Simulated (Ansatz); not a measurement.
## LaPb3: reading a single point

```xyz
4
Lattice="4.9215 0.0000 0.0000 0.0000 4.9215 0.0000 0.0000 0.0000 4.9215" Properties=species:S:1:pos:R:3 pbc="T T T"
La    0.0000    0.0000    0.0000
Pb    0.0000    2.4608    2.4608
Pb    2.4608    0.0000    2.4608
Pb    2.4608    2.4608    0.0000
```

Level: r2SCAN, no spin polarisation; 500 eV; 7×7×7 Γ-centred mesh; fermi-dirac occupations (width 0.1 eV); Ansatz 0.2.0, fixed geometry.

- Electronic structure: It is a metal, with about 2.4 states/eV a cell as the mean within 0.25 eV of the Fermi level, mostly Pb p (59 %) and La d (21 %).
- Formation energy: -0.56 eV an atom against the elements' usual phases (free molecules for gases, crystals otherwise, with no correction for O₂ or N₂), so it is bound against them; other compounds may still compete. Relaxing would lower it.
- Charges: Bader charges in e: La +1.35, Pb -0.45. In the mean La gives up most and Pb takes most.
- Forces: The forces vanish by the symmetry of the sites.

Origin: a database entry at a rescaled volume. Caveats: f levels without a U or exact exchange are poorly placed.

Cost: 51 s on 1 thread of AMD EPYC 7R43 64-Core Processor (Zen 3), on a shared host, peak memory 0.79 GiB (start from a saved density). The time holds forces, stress, Bader, DOS, bands, ELF.
